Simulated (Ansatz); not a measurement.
ScPd3C (anti-perovskite, Pm-3m) at seven volumes, PBEsol (plane waves, PAW; program Ansatz), scaled uniformly. One row is withheld.

```json
[
 {"V (Å³/atom)": "12.986", "P (GPa)": "22.10"},
 {"V (Å³/atom)": "13.414", "P (GPa)": "13.43"},
 {"V (Å³/atom)": "13.842", "P (GPa)": "6.13"},
 {"V (Å³/atom)": "14.271", "P (GPa)": "-0.01"},
 {"V (Å³/atom)": "14.699", "P (GPa)": "?"},
 {"V (Å³/atom)": "15.127", "P (GPa)": "-9.53"},
 {"V (Å³/atom)": "15.555", "P (GPa)": "-13.17"}
]
```

Task: Fit the shown pressures and predict the withheld one.

Result: Third-order Birch–Murnaghan: P = (3/2)B₀(x^(7/2) − x^(5/2))[1 + (3/4)(B′ − 4)(x − 1)] with x = (V₀/V)^(2/3). Least squares on the six rows gives V₀ = 14.270 Å³/atom, B₀ = 187.4 GPa, B′ = 4.74. At V = 14.699, x = 0.9804 and P = -5.17 GPa. The run itself gave -5.18 GPa.

The start of the workflow was typed in or built on a structure type; neither database checked (COD, Materials Project) lists it. Its standing as an ambient phase is unchecked. Symmetry was held in the PBEsol relaxation; phonons show weakly imaginary modes. No spin polarisation was allowed.

Potentials: the later of the program's two PAW sets.
